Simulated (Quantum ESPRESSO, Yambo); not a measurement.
NaLiCdS$_{2}$ (space group P3m1, No. 156). The geometry is that of Materials Project entry mp-1220967, symmetrised and not relaxed again. Chain: PBEsol (pw.x of Quantum ESPRESSO, ONCV potentials, no spin-orbit coupling); G0W0 in Yambo (3×3×2 Γ-centred k mesh, bands 7 to 197 and a 8 Ry block in the screening, 197 bands in G with the Bruneval-Gonze terminator, plasmon pole fitted at 27.2 eV); BSE (6×6×4 mesh, 6 valence and 8 conduction bands, static screening with 60 bands and a 3 Ry block, scissor 1.49 eV, Tamm-Dancoff).

The PBEsol gap (dense path) is 1.47 eV and the PBEsol gap Γ → Γ on the GW mesh is 1.47 eV. The PBEsol smallest direct gap on the GW mesh, at Γ is 1.47 eV. The G0W0 direct gap at that point comes out as 2.96 eV and the G0W0 correction to the gap Γ → Γ is 1.49 eV. The lowest exciton comes out as no binding energy given (see below).

Rough cost of the Yambo steps against G0W0 for 8 states: BSE within a factor of two.

Nearest settings tried, and what they do to the gap: 126 bands in W, 126 bands in G: +12 meV; 7 Ry block (251 vectors against 289): -8 meV; 3×3×1 mesh: -170 meV. So the settings aren't converged at that level. The k mesh is coarse. The BSE states are vertical excitations (zero momentum). The lowest state covers only about 1 of the 144 k points, so the mesh doesn't resolve it: its energy and its distance from the direct gap are mesh artefacts. An extended exciton needs a far denser mesh. Axes are Cartesian, with cell vectors (Å) (4.16, 0.00, 0.00), (-2.08, 3.60, 0.00), (0.00, 0.00, 7.04).

Spin-orbit splittings are left out.

The structure is a Materials Project entry; no match was found in the copy of COD used, and its stability was not checked.
